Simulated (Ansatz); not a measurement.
Relaxed-ion elastic tensor of W$_{2}$C in space group P-3m1 (No. 164; C on 1a, W on 2d) in GPa (Voigt order), the program Ansatz at the PBE level (PAW); density 16.61 g/cm³, 12.66 Å³ per atom.

```
  505    156    247  -27.2    0.0    0.0
  156    505    247   27.2    0.0    0.0
  247    247    526    0.0    0.0    0.0
-27.2   27.2    0.0    162    0.0    0.0
  0.0    0.0    0.0    0.0    162  -27.2
  0.0    0.0    0.0    0.0  -27.2    174
```

**Question.** Is the crystal mechanically stable?

**Answer.** Yes: the smallest eigenvalue of C is 140 GPa.

**Question.** Work out the Voigt, Reuss and Hill averages.

**Answer.** K_V = 315, K_R = 311, K_H = 313; G_V = 159, G_R = 152, G_H = 156 GPa.

**Question.** Give Young's modulus, Poisson's ratio, Pugh's ratio and the universal anisotropy index.

**Answer.** E = 9KG/(3K + G) = 400 GPa; ν = 0.29; K/G = 2.01 (ductile by the Pugh limit of 1.75); A_U = 5G_V/G_R + K_V/K_R − 6 = 0.22.

**Question.** Estimate the sound speeds and the Debye temperature.

**Answer.** v_l = √((K + 4G/3)/ρ) = 5600 m/s, v_t = √(G/ρ) = 3060 m/s, mean 3410 m/s; Θ = (h/k)(3n/4πV)^(1/3) v_m = 436 K.

**Question.** Solve the Christoffel equation for the three sound speeds along x, y, z.

**Answer.** Eigenvalues of C_ijkl n_j n_l equal ρv². In km/s, slowest first: x 2.91, 3.44, 5.51; y 3.10, 3.24, 5.53; z 3.13, 3.13, 5.63.

**Question.** How much does each axis shrink under pressure?

**Answer.** Linear compressibilities β_i = Σ_j S_ij (j = 1 to 3): x 1.2, y 1.2, z 0.74 per TPa.

The PBE relaxation kept the symmetry of its start. The run is not spin-polarised. As this level gives no gap, shear constants depend on the k-mesh and smearing (Fermi–Dirac, 0.1 eV here). Scalar-relativistic: spin–orbit coupling is off unless named, which matters more the heavier the elements.

Potentials: the later of the program's two PAW sets.
